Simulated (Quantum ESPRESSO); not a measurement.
## Calculated data, Si₃Ge₃PC (made-up cell)

All values are calculated (Quantum ESPRESSO 7.5). Calculation on a made-up crystal cell, not a measurement: periodic Kohn-Sham density functional theory in plane waves with PseudoDojo standard norm-conserving scalar-relativistic pseudopotentials, each functional with its own files (v0.5 for PBE, v0.4.1 for LDA and PBEsol), no spin polarisation, no spin-orbit coupling, atoms not relaxed, stress positive in tension, energies less a fixed whole-eV offset for each atom's element; levels are Kohn-Sham levels at fractions of this cell's reciprocal vectors, counted from the reference band (half the neutral cell's valence electrons, rounded up) at Gamma; error bars cover cutoff and k-mesh only, not smearing or the files; added strain carries the atoms with the cell, and shear is the tensor component; each bar is the largest change over components, and at least 0.002 eV, 0.002 eV per angstrom or 0.02 GPa; energies are for the whole cell, and the offsets were chosen from early runs and are not element reference energies.

Common to all runs: lattice type zincblende/diamond; functional pbe; cutoff 1116 eV; fermi dirac smearing 0.1 eV; scf tolerance 1e-07 eV; electrons removed 0; k mesh 6 x 6 x 6, shifted by half a step.

(1) Si₃Ge₃PC (made-up cell)

```xyz
8
Lattice="5.6498 0.0000 0.0000 0.0000 5.6498 0.0000 0.0000 0.0000 5.6498" Properties=species:S:1:pos:R:3 Si3Ge3PC
Ge     0.0047     0.0879    -0.0769
Ge    -0.0409     2.7971     2.8711
P      2.8939    -0.0131     2.8999
Ge     2.8668     2.7607     0.0225
Si     1.3587     1.4406     1.3565
Si     1.3853     4.2099     4.1966
C      4.2478     1.3478     4.2539
Si     4.1856     4.2565     1.3470
```

| Quantity | Value |
| --- | --- |
| free energy less offsets | 1.875 eV |
| smearing term minus ts | -0.05397 eV |
| scf iterations | 11 |
| pressure | -8.82 GPa |
| stress xx | 8.852 GPa |
| stress yy | 8.693 GPa |
| stress zz | 8.916 GPa |
| stress yz | -2.049 GPa |
| stress xz | -1.003 GPa |
| stress xy | -2.123 GPa |
| fermi level | 0.5599 eV |
| reference band | 32 |
| error bar energy | 0.006747 eV |
| error bar stress | 0.02 GPa |
| error bar force | 0.01021 eV/Å |
| error bar next band up | 0.002 eV |
| error bar fermi level | 0.01781 eV |
| error bars from | tighter rerun of a related cell |

Atoms:
```tsv
atoms element	atom site	atom energy offset (eV)
Ge	1	-2430
Ge	2	-2430
P	3	-189
Ge	4	-2430
Si	5	-115
Si	6	-115
C	7	-163
Si	8	-115
```

Forces:
```tsv
site	x (eV/Å)	y (eV/Å)	z (eV/Å)
1	-1.287	0.1167	-0.8271
2	-1.127	-0.7312	0.1719
3	0.01936	0.6612	-0.06217
4	0.4018	-0.476	-1.494
5	0.5771	-0.4179	1.062
6	0.7872	0.2209	0.2199
7	0.1776	0.3262	0.08476
8	0.451	0.3	0.845
```

Levels:
```tsv
level k point	next band up (eV)
Gamma	0.6593
(1/2,1/2,1/2)	0.4493
(0.15,0,0)	0.8982
(0,0.15,0)	0.8652
(0,0,0.15)	0.9107
```

(2) Si₃Ge₃PC (made-up cell)

```xyz
8
Lattice="5.6498 0.0000 0.0000 0.0000 5.6498 0.0000 0.0000 0.0000 5.6498" Properties=species:S:1:pos:R:3 Si3Ge3PC
Ge     0.0047     0.0879    -0.0769
Ge    -0.0409     2.7971     2.8711
P      2.8939    -0.0131     2.8999
Ge     2.8668     2.7607     0.0225
Si     1.3587     1.4406     1.3565
Si     1.3853     4.2099     4.1966
Si     4.2478     1.3478     4.2539
C      4.1856     4.2565     1.3470
```

| Property | Result |
| --- | --- |
| free energy less offsets | 2.54 eV |
| smearing term minus ts | -0.06452 eV |
| scf iterations | 11 |
| pressure | -7.525 GPa |
| stress xx | 7.438 GPa |
| stress yy | 7.752 GPa |
| stress zz | 7.384 GPa |
| stress yz | -0.6146 GPa |
| stress xz | 0.07309 GPa |
| stress xy | 0.3941 GPa |
| fermi level | 0.6474 eV |
| reference band | 32 |
| error bar energy | 0.006747 eV |
| error bar stress | 0.02 GPa |
| error bar force | 0.01021 eV/Å |
| error bar next band up | 0.002 eV |
| error bar fermi level | 0.01781 eV |
| error bars from | tighter rerun of a related cell |

Atoms:
```tsv
atoms element	atom site	atom energy offset (eV)
Ge	1	-2430
Ge	2	-2430
P	3	-189
Ge	4	-2430
Si	5	-115
Si	6	-115
Si	7	-115
C	8	-163
```

Forces:
```tsv
site	x (eV/Å)	y (eV/Å)	z (eV/Å)
1	-0.1973	-2.166	1.262
2	-0.7599	0.8613	-1.665
3	-0.3093	-0.7694	-1.461
4	0.5149	1.618	0.5117
5	0.5311	-0.2288	1.137
6	0.7828	0.4185	0.4962
7	-0.8924	0.5596	-0.5551
8	0.33	-0.2929	0.2744
```

Levels:
```tsv
level k point	next band up (eV)
Gamma	0.5223
(1/2,1/2,1/2)	0.3334
(0.15,0,0)	0.8473
(0,0.15,0)	0.7986
(0,0,0.15)	0.7694
```
